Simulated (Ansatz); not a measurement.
# S: course of a relaxation

The calculation used Ansatz 0.2.0, DFT r2SCAN, scalar-relativistic, plane waves, PAW. (500 eV cutoff, 12×2×10 k-mesh, Gaussian smearing of 0.10 eV, no spin polarisation)

What was changed in P: P → S on all its sites, cell and atoms relaxed.

Command:

```bash
ansatz run input.yaml --threads 1 --pin off --max-ram 2560MiB --backend cpu --events-out ev --progress --plain --runs-dir out
```

Input:

```yaml
crystal:
  lattice:
    - [3.30192678, 0.0, 0.0]
    - [0.0, 35.7280156848, 0.0]
    - [0.0, 0.0, 4.8671402726]
  atoms:
    - { symbol: S, position: [0.0, 0.9523516758, 0.6174022564] }
    - { symbol: S, position: [0.0, 0.0476483242, 0.3825977436] }
    - { symbol: S, position: [0.5, 0.0476483242, 0.1174022564] }
    - { symbol: S, position: [0.5, 0.9523516758, 0.8825977436] }
basis:
  ecutwfc: 500
kpoints:
  mp_grid: { grid: [12, 2, 10] }
hamiltonian:
  xc: r2scan
scf:
  occupations: { method: gaussian, width: 0.1 }
output:
  forces: true
  stress: true
  eigenvalues: true
relax:
  adjacent_minimum: "off"
  f_tol: 0.01
  max_steps: 60
  cell: { stress_tol: 0.1 }
```

F is the free energy. Steps run on the plane waves of an earlier cell, but the last one, and at times one on the way, on a freshly chosen basis, so a repeated geometry can differ a little in energy.

At steps 5, 7 the energy rises: a step can overshoot before the optimiser corrects it.

Steps:

```csv
step,F − F(1) (eV),largest force component (eV/Å),V (Å³/atom),P (GPa)
1,0.0000,0.379,143.546,0.07
2,-0.1430,0.239,146.518,0.12
3,-0.1521,0.138,149.898,0.03
4,-0.1578,0.159,149.295,-0.02
5,-0.1392,0.673,146.916,-0.20
6,-0.1659,0.111,147.911,-0.01
7,-0.1252,0.459,143.489,0.12
8,-0.1682,0.011,147.155,0.00
9,-0.1682,0.002,147.037,0.00
10,-0.1685,0.002,147.037,0.00
```

Relaxed structure:

```
CELL_PARAMETERS angstrom
3.43041 0.00000 0.00000
0.00000 35.55433 0.00000
0.00000 0.00000 4.82224
ATOMIC_POSITIONS crystal
S 0.00000 0.95541 0.62542
S 0.00000 0.04459 0.37458
S 0.50000 0.04459 0.12542
S 0.50000 0.95541 0.87458
```

Symmetry: Pmna, No. 53, orthorhombic system. Conventional cell: a = 3.430 Å, b = 35.554 Å, c = 4.822 Å, α = 90.00°, β = 90.00°, γ = 90.00°. Around S (site symmetry m) lie 2 S at 2.09 Å.

The run converged. Time: 11 min on 1 thread of Intel(R) Xeon(R) 6975P-C (Granite Rapids) (shared host), peak memory 2.2 GiB.